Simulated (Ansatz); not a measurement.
Here is the system:

GaSb:
```
CELL_PARAMETERS angstrom
      4.36743     0.00000     0.00000
     -2.18371     3.78230     0.00000
      0.00000     0.00000     9.49730
ATOMIC_POSITIONS crystal
  Ga 0.49990 0.00000 0.66667
  Ga 0.00000 0.49990 0.33333
  Ga 0.50010 0.50010 0.00000
  Sb 0.49994 0.00000 0.16667
  Sb 0.00000 0.49994 0.83333
  Sb 0.50006 0.50006 0.50000
```

This is the r²SCAN-relaxed structure.

**Question.** All from DFT-r²SCAN in the program Ansatz with PAW potentials, unless another level is named. Predict the electronic character.

**Answer.** no gap, with almost no states at the Fermi level (zero-gap or semimetallic).

**Question.** And the formation energy from the elements (no fitted shifts)?

**Answer.** -0.065 eV/atom.

Space group P6_222. The start of the workflow was typed in or built on a structure type; neither database checked (COD, Materials Project) lists it. It is not the phase usual at ambient conditions (space group No. 216). The cell was relaxed with r²SCAN under the symmetry of its start; its stability against distortions is not shown here. A small band overlap can be real or an error of a semilocal functional. The references are the lowest solids computed at this level, not always the standard phases. Scalar-relativistic: spin–orbit coupling is off unless named, which matters more the heavier the elements.

Potentials: the earlier of the program's two PAW sets.
